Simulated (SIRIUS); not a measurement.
Set-up for a self-consistent single point of In2GaAs3 (I-4m2, 12 atoms in the cell; from Materials Project mp-1223859, changed as shown).

```yaml
crystal:
  lattice:
    - [4.19476, 0.00000, 0.00000]
    - [0.00000, 4.19476, 0.00000]
    - [0.00000, 0.00000, 17.75773]
  atoms:
    - { symbol: In, position: [0.00000, 0.00000, 0.33676] }
    - { symbol: In, position: [0.50000, 0.50000, 0.16324] }
    - { symbol: In, position: [0.50000, 0.50000, 0.83676] }
    - { symbol: In, position: [0.00000, 0.00000, 0.66324] }
    - { symbol: Ga, position: [0.00000, 0.00000, 0.00000] }
    - { symbol: Ga, position: [0.50000, 0.50000, 0.50000] }
    - { symbol: As, position: [0.50000, 0.00000, 0.25000] }
    - { symbol: As, position: [0.00000, 0.50000, 0.07547] }
    - { symbol: As, position: [0.00000, 0.50000, 0.42453] }
    - { symbol: As, position: [0.00000, 0.50000, 0.75000] }
    - { symbol: As, position: [0.50000, 0.00000, 0.57547] }
    - { symbol: As, position: [0.50000, 0.00000, 0.92453] }
```

All values come from this method and carry its errors: LDA (PW92), GBRV LDA ultrasoft pseudopotentials (plane waves; SIRIUS).

SIRIUS settings:

- parameters.ngridk = 6 6 2
- parameters.xc_functionals = [XC_LDA_X, XC_LDA_C_PW]
- parameters.gk_cutoff = 6.325 1/bohr
- parameters.pw_cutoff = 14.143 1/bohr
- parameters.smearing = fermi_dirac
- parameters.smearing_width = 0.00367493 Ha
- potentials = GBRV LDA ultrasoft pseudopotentials
- parameters.electronic_structure_method = pseudopotential
- parameters.num_bands = 72
- parameters.num_mag_dims = 0
- parameters.num_dft_iter = 100
- parameters.energy_tol = 1e-07 Ha
- parameters.density_tol = 1e-06
- mixer.type = anderson
- mixer.beta = 0.3
- mixer.use_hartree = false

Results:

```
Quantity                                                   Value
------------------------------------------------  --------------
Number of valence electrons                                  120
Number of bands                                               72
Number of k-points after the program's reduction              20
Number of plane waves (most at a k-point)                   9088
Number of SCF iterations                                      36
FFT grid                                           40 × 40 × 160
Free energy E − TS                                -21790.4571 eV
Fermi level (on the code's own zero)                     6.65 eV
Pressure                                               -1.55 GPa
Largest force (vector length)                         0.049 eV/Å
```

Forces (eV/Å):
```tsv
atom	Fx	Fy	Fz
In1	0.000	0.000	0.049
In2	0.000	0.000	-0.049
In3	0.000	0.000	0.049
In4	0.000	0.000	-0.049
Ga5	0.000	0.000	0.000
Ga6	0.000	0.000	0.000
As7	0.000	0.000	0.000
As8	0.000	0.000	-0.034
As9	0.000	0.000	0.034
As10	0.000	0.000	0.000
As11	0.000	0.000	-0.034
As12	0.000	0.000	0.034
```

Stress (GPa, positive for compression):
```
-1.62   0.00   0.00
 0.00  -1.62   0.00
 0.00   0.00  -1.41
```

For comparison: a first run was changed to give this one (lattice scaled by 0.98), and from it to this one the free energy goes down by 27.1 meV/atom, the pressure goes from -4.61 to -1.55 GPa and the largest force goes from 0.042 to 0.049 eV/Å.

The structure comes from a collection of computed structures, made at another level of theory; the collection holds predicted forms beside known ones. No clean gap shows at this smearing width and mesh (spacing up to 0.25 Å⁻¹); the mesh is coarse for partly filled bands, so the values carry mesh errors. Semi-local functionals can close small gaps.

Cost on one core: around 10 core-minutes (rough).
